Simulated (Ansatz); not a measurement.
# Electric field gradients in Sr4Nb3PO14

The cell is a computed structure from the Materials Project (it need not be an observed phase), its atoms then relaxed with PBE in this cell.

```
Sr Nb P O
1.0
     4.04962    0.00000    0.00000
     0.04336    5.73701    0.00000
     2.00826    0.88199   13.37119
Sr Nb P O
4 3 1 14
Direct
  0.29368 0.07979 0.41960
  0.71214 0.53433 0.59193
  0.48189 0.46692 0.10258
  0.53716 0.93389 0.91894
  0.85897 0.56675 0.31735
  0.18987 0.97821 0.67866
  0.05582 0.41676 0.87601
  0.00673 0.02929 0.13246
  0.38580 0.00669 0.12009
  0.54663 0.38050 0.89487
  0.87506 0.77946 0.17917
  0.08452 0.09954 0.82043
  0.81282 0.81661 0.39202
  0.20581 0.25600 0.60120
  0.21731 0.78880 0.56820
  0.78602 0.33714 0.42242
  0.94120 0.10802 0.02353
  0.00903 0.61518 0.98255
  0.89360 0.23606 0.20108
  0.10949 0.62129 0.76659
  0.34569 0.52690 0.29477
  0.65085 0.94214 0.69550
```

Atoms are numbered from 1 in the order listed; like atoms form one site, named after its first atom.

Method: Kohn–Sham DFT in Ansatz, PBE, plane waves and PAW, scalar-relativistic, 420 eV cutoff, Γ-centred 6×4×2 k-points, Fermi–Dirac smearing 0.02 eV.

V_zz is the principal component of the electric field gradient with the largest magnitude, η = (V_xx − V_yy)/V_zz and C_Q = eQV_zz/h. Directions are in the Cartesian axes of the cell vectors above, for the atom listed; none is given where the gradient is under 0.02 or η is above 0.95.

```tsv
site	first atom	first shell	V_zz (10²¹ V/m²)	η	direction of V_zz (x, y, z)
Sr1	1	7 O at 2.50–2.97 Å	7.97	0.44	0.00 0.21 0.98
Sr2	2	9 O at 2.49–3.20 Å; also 1 O at 3.58 Å	10.04	0.62	-0.02 -0.24 0.97
Sr3	3	12 O at 2.59–3.35 Å; also 2 P at 3.14–3.32 Å, 1 Sr at 3.52 Å	1.53	0.54	-0.28 0.95 -0.13
Sr4	4	4 O at 2.56–2.57 Å; also 6 O at 2.76–3.21 Å	-5.82	0.29	0.98 0.11 0.17
Nb5	5	5 O at 1.80–2.16 Å	9.48	0.85	0.19 0.70 0.69
Nb6	6	6 O at 1.85–2.30 Å	-8.76	0.43	0.07 0.42 0.90
Nb7	7	5 O at 1.82–2.05 Å	-14.34	0.49	0.04 0.82 0.57
P	8	4 O at 1.52–1.59 Å	-1.68	0.94	0.90 -0.43 0.04
O9	9	1 P at 1.52 Å; also 3 Sr at 2.66–3.14 Å	6.80	0.58	0.97 -0.12 -0.20
O10	10	2 Nb at 2.05 Å, angle 162°; also 3 Sr at 2.56–3.21 Å	3.28	0.58	1.00 0.07 -0.02
O11	11	1 P at 1.59 Å, 1 Nb at 2.16 Å, angle 139°; also 2 Sr at 2.76–3.12 Å	11.35	0.26	0.14 0.89 -0.44
O12	12	2 Nb at 2.01–2.07 Å, angle 135°; also 2 Sr at 2.56–2.57 Å	2.77	0.53	0.09 0.71 0.70
O13	13	1 Nb at 1.80 Å; also 3 Sr at 2.56–3.04 Å	1.38	0.38	0.99 -0.13 0.04
O14	14	1 Nb at 1.85 Å; also 3 Sr at 2.56–2.70 Å	-1.37	0.76	-0.07 0.90 -0.42
O15	15	1 Nb at 1.90 Å; also 3 Sr at 2.49–2.52 Å	-1.64	0.69	0.18 0.97 0.17
O16	16	1 Nb at 1.87 Å; also 3 Sr at 2.50–2.60 Å	-1.27	0.98	–
O17	17	1 P at 1.57 Å; also 3 Sr at 2.57–2.91 Å, 1 Nb at 2.57 Å	10.63	0.26	0.15 -0.35 0.92
O18	18	1 Nb at 1.88 Å; also 4 Sr at 2.60–2.82 Å, 1 P at 3.23 Å	-2.33	0.50	-0.04 0.25 0.97
O19	19	1 P at 1.58 Å; also 1 Nb at 2.54 Å, 2 Sr at 2.59–2.84 Å	10.28	0.14	-0.10 0.86 0.51
O20	20	2 Nb at 1.82–2.30 Å, angle 157°; also 2 Sr at 3.12–3.20 Å	-1.58	0.22	0.03 0.68 0.73
O21	21	2 Nb at 1.96–2.16 Å, angle 158°; also 2 Sr at 2.63–2.97 Å	3.70	0.19	1.00 0.00 0.05
O22	22	2 Nb at 1.92–2.17 Å, angle 163°; also 2 Sr at 2.80–2.99 Å	2.35	0.35	0.99 0.12 -0.10
```

At O9, O17 and O19 V_zz points along its bond to P (within 12°) in each case. At O10, O21 and O22 V_zz points along the line of its two bonds (within 10°) in each case. At O11 V_zz points along the shorter of its two bonds, to P (within 9°).

Without spin–orbit coupling (the program notes it for Nb and Sr) the gradients are little affected as a rule: paired runs on crystals with a gap mostly move them by under 2 % at such atoms. Where η is near 1 the sign of V_zz means little.

The relaxation (14 steps) took 19 min of wall time (26 min of CPU time) and 1.3 GiB at its peak, on 2 threads of Intel Xeon Processor @ 2.50GHz (Skylake/Cascade Lake) (x86_64; 62 cores open to the job, memory cap 5.0 GiB, no GPU), a shared host with a load of 0.9 a core.
